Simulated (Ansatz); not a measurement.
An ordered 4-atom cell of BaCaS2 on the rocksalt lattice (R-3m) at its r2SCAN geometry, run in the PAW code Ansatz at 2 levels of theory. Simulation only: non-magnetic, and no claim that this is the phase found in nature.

The PBE+SOC input:
```yaml
crystal:
  lattice:
    - [2.1373611144, 1.2340060148, 7.0418321904]
    - [-2.1373611144, 1.2340060148, 7.0418321904]
    - [0.0, -2.4680120296, 7.0418321904]
  atoms:
    - { symbol: Ca, position: [1.0, 0.0, 0.0] }
    - { symbol: Ba, position: [0.5, 0.5, 0.5] }
    - { symbol: S, position: [0.2590901373, 0.2590901373, 0.2590901373] }
    - { symbol: S, position: [0.7409098627, 0.7409098627, 0.7409098627] }
kpoints:
  mp_grid: { grid: [8, 8, 8] }
  band_path:
    path:
      - [0.0, 0.0, 0.0]
      - [0.5, 0.5, 0.5]
      - [0.8128607828, 0.1871392172, 0.5]
      - [0.5, -0.1871392172, 0.1871392172]
      - [0.5, 0.0, 0.0]
      - [0.3435696086, -0.3435696086, 0.0]
      - [0.6564303914, 0.0, 0.3435696086]
      - [0.5, 0.0, 0.5]
      - [0.0, 0.5, 0.5]
    npoints: 1
hamiltonian:
  xc: pbe
scf:
  occupations: { method: fixed }
  n_extra_bands: 10
magnetization:
  noncollinear: true
  spin_orbit: true
output:
  forces: true
  stress: true
  eigenvalues: true
```

Main results, then, where recorded, the levels near the gap in eV from the Fermi energy (columns number the bands from 0), one row a point of the path (Γ, T, H₂, H₀, L, S₀, S₂, F, F):
```
Crystal: 4 atoms, lattice volume = 111.438 Å³
Symmetry: 12 space group operations + 12 with time reversal
Magnetic group: BNS 166.98 (UNI 1328)
```
```
Basis set: ecut = 420 eV, 2147 PW (Γ), FFT grids on a1−a3, a2−a3, a3
k-points: 65 of 512
SCF 1 converged in 8 iterations: F = -9583.746806 eV  dr2 = 1.62e-8
Free energy (F): -9583.746806 eV
Fermi energy:    5.961258 eV
--- Forces (eV/Å), atoms counted from 1 ---
  atom   1  Ca      0.00000      0.00000      0.00000
  atom   2  Ba      0.00000      0.00000      0.00000
  atom   3  S       0.00000      0.00000    -0.03506
  atom   4  S       0.00000      0.00000      0.03506
--- Stress (GPa, compression-positive) ---
        0.253649       0.000000       0.000000
        0.000000       0.253649       0.000000
        0.000000       0.000000       0.141604
  P = ⅓ Tr σ = 0.2163 GPa (2.163 kbar)
```
```tsv
band_26	band_27	band_28	band_29	band_30	band_31	band_32	band_33	band_34	band_35	band_36	band_37
-0.160	-0.160	-0.063	-0.063	0.000	0.000	3.496	3.496	3.846	3.846	3.953	3.953
-0.722	-0.722	-0.640	-0.640	-0.598	-0.598	3.729	3.729	4.192	4.192	4.737	4.737
-1.278	-1.278	-0.759	-0.759	-0.651	-0.651	3.809	3.809	4.210	4.210	5.398	5.398
-1.278	-1.278	-0.759	-0.759	-0.651	-0.651	3.809	3.809	4.210	4.210	5.398	5.398
-1.060	-1.060	-0.650	-0.650	-0.555	-0.555	3.122	3.122	3.817	3.817	5.767	5.767
-1.161	-1.161	-0.870	-0.870	-0.631	-0.631	3.844	3.844	4.504	4.504	4.887	4.887
-1.161	-1.161	-0.870	-0.870	-0.631	-0.631	3.844	3.844	4.504	4.504	4.887	4.887
-1.101	-1.101	-0.600	-0.600	-0.437	-0.437	2.096	2.096	5.395	5.395	5.406	5.406
-1.101	-1.101	-0.600	-0.600	-0.437	-0.437	2.096	2.096	5.395	5.395	5.406	5.406
```

PBE+SOC gives an indirect gap of 2.10 eV, from Γ to F; the least direct gap is 2.53 eV at F.

Question: Another run on the same cell gave
```
Basis set: ecut = 500 eV, 2839 PW (Γ), FFT grids on a1−a3, a2−a3, a3
k-points: 65 of 512
SCF 1 converged in 6 iterations: F = -9607.334723 eV  dr2 = 4.21e-8
Free energy (F): -9607.334723 eV
Fermi energy:    5.709883 eV
--- Forces (eV/Å), atoms counted from 1 ---
  atom   1  Ca      0.00000      0.00000      0.00000
  atom   2  Ba      0.00000      0.00000      0.00000
  atom   3  S       0.00000      0.00000      0.00019
  atom   4  S       0.00000      0.00000    -0.00019
--- Stress (GPa, compression-positive) ---
       -0.000962       0.000000       0.000000
        0.000000      -0.000962       0.000000
        0.000000       0.000000       0.004394
  P = ⅓ Tr σ = 0.0008 GPa (0.008 kbar)
```
```tsv
band_13	band_14	band_15	band_16	band_17	band_18
-0.080	-0.080	0.000	4.060	4.420	4.447
-0.732	-0.595	-0.595	4.175	4.726	5.237
-1.276	-0.722	-0.645	4.260	4.680	5.913
-1.276	-0.722	-0.645	4.260	4.680	5.913
-1.056	-0.611	-0.544	3.527	4.311	6.371
-1.151	-0.846	-0.615	4.298	4.975	5.411
-1.151	-0.846	-0.615	4.298	4.975	5.411
-1.089	-0.570	-0.445	2.491	5.928	6.005
-1.089	-0.570	-0.445	2.491	5.928	6.005
```
Which level of theory and mesh gave it?

Answer: It is r2SCAN, on 8×8×8; the blocks that differ from the first input, but for the band path:
```yaml
hamiltonian:
  xc: r2scan
scf:
  occupations: { method: fixed }
  n_extra_bands: 5
```
(magnetization left out)
r2SCAN gives an indirect gap of 2.49 eV, from Γ to F; the least direct gap is 2.94 eV at F. The mean stress is close to zero (0.00 GPa).

Totals of different functionals, or with and without spin-orbit coupling, can't be compared.

Only the levels marked +SOC include spin-orbit coupling.
